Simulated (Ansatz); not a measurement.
**LiMgF3: zone-centre modes at 5 GPa**

Computed with Ansatz 0.2.0, DFT PBEsol, scalar-relativistic, plane waves, PAW. Cutoff 420 eV, 6×6×6 k-points (Γ-centred), fixed occupations. No spin polarisation. Phonons by linear response, acoustic sum rule imposed.

The cell, relaxed at 5 GPa:
```yaml
crystal:
  lattice:
    - [3.52366, 0.00000, 0.00000]
    - [0.00000, 3.52366, 0.00000]
    - [0.00000, 0.00000, 3.52366]
  atoms:
    - { symbol: Li, position: [0.50000, 0.50000, 0.50000] }
    - { symbol: Mg, position: [0.00000, 0.00000, 0.00000] }
    - { symbol: F, position: [0.00000, 0.50000, 0.50000] }
    - { symbol: F, position: [0.50000, 0.50000, 0.00000] }
    - { symbol: F, position: [0.50000, 0.00000, 0.50000] }
```

Its imaginary modes show that this cell, built by swapping an element in a database structure, isn't a minimum of the energy.

Optical modes at Γ (transverse, no macroscopic field); i marks an imaginary frequency:
| frequency (cm⁻¹) | degeneracy | IR intensity of the level ((D/Å)²/amu) |
| --- | --- | --- |
| 216i | 3 | 27.30 |
| 83i | 3 | 0.00 |
| 401 | 3 | 1.28 |
| 738 | 3 | 10.16 |

6 of the 12 optical modes are unstable, so the structure is a saddle point of the energy and would distort without enlarging its cell.

- Electronic dielectric constant ε∞ (principal values): 2.42
- Refractive index √ε∞, mean: 1.56
- Kohn–Sham gap on the mesh: 3.98 eV
- Cost: 60 s on 1 thread of Arm Neoverse V1 (shared host), peak memory 0.59 GiB

Born effective charges (e):
```tsv
atom	Z*xx	Z*yy	Z*zz	mean
Li (atom 1)	0.93	0.93	0.93	0.93
Mg (atom 2)	2.41	2.41	2.41	2.41
F (atom 3)	-1.05	-1.14	-1.14	-1.11
```

Whether LiMgF3 exists in this form wasn't checked.